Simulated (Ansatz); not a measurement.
## Strain and the gap of WSe₂ (P6_3/mmc)

A 6-atom cell of WSe₂ (P6_3/mmc) from a materials database, relaxed with r2SCAN+rVV10 in Ansatz 0.2.0. The symmetry is P6_3/mmc (No. 194, hexagonal); conventional cell a = 3.300 Å, c = 13.149 Å, 20.66 Å³ an atom. W has 6 Se at 2.53 Å; Se has 3 W at 2.53 Å.

The axes x, y and z are those of this cell:
```
W Se
1.0
     3.29967    0.00000    0.00000
    -1.64983    2.85760    0.00000
     0.00000    0.00000   13.14853
W Se
2 4
Direct
  0.66667 0.33333 0.75000
  0.33333 0.66667 0.25000
  0.33333 0.66667 0.87666
  0.66667 0.33333 0.37666
  0.33333 0.66667 0.62334
  0.66667 0.33333 0.12334
```

Unstrained: PBE gives an indirect gap of 1.022 eV, from Γ to Γ–K (0.54 of the way from Γ); the least direct gap is 1.496 eV at K. The r2SCAN gap is indirect, 1.143 eV (Γ to Γ–K (0.54 of the way from Γ)), below the direct gap of 1.612 eV at K. The HSE06 gap is indirect, 1.500 eV (Γ to Γ–K (0.54 of the way from Γ)), below the direct gap of 1.948 eV at K. Meshes: PBE 12×12×2, r2SCAN 12×12×2, HSE06 6×6×2. Strains are changes of length per length. After each strain the atoms were relaxed again with r2SCAN+rVV10 within the symmetry that the strain leaves, so tilts or polar shifts that break it weren't tested; points keep the names that they have in the unstrained zone. No spin polarisation and no zero-point or thermal motion.

Changes of the least gap in eV (an overlap counts as a negative gap):

| strain | volume change (%) | space group | PBE | r2SCAN | HSE06 |
| --- | --- | --- | --- | --- | --- |
| epitaxial -5.77 % in the xy plane, free normal strain +2.88 % | -8.6 | P6_3/mmc | -0.182 | -0.131 | -0.162 |
| biaxial +2.07 % in x and y, z held | +4.2 | P6_3/mmc | -0.109 | -0.157 | -0.180 |
| uniaxial +1.62 % along y | +1.6 | Cmcm | -0.012 | -0.017 | -0.013 |

Epitaxial -5.77 % in the xy plane, free normal strain +2.88 %. HSE06: the gap goes from 1.500 to 1.338 eV (-0.162 eV); the edges go from Γ → Γ–K (0.54) to K → Γ–K (0.55). Stress change with PBE, compression positive: xx +16.80, yy +16.80, zz +1.09 GPa.

Biaxial +2.07 % in x and y, z held. HSE06: the gap goes from 1.500 to 1.320 eV (-0.180 eV); the edges go from Γ → Γ–K (0.54) to Γ → K. Stress change with PBE, compression positive: xx -4.56, yy -4.56, zz -0.78 GPa.

Uniaxial +1.62 % along y, other directions held. HSE06: the gap goes from 1.500 to 1.487 eV (-0.013 eV). Stress change with PBE, compression positive: xx -0.66, yy -3.00, zz -0.30 GPa.

No spin-orbit coupling is included; it can move band edges with weight on the heavy atoms by tenths of an eV.

Where an edge lies off the special points, it is a point of the mesh or the k point where a search put PBE's edge or least direct gap, reused for the other functionals, whose own edges may lie a little apart.

The meshes of the hybrids are coarse, so their gaps aren't converged to the digits shown.
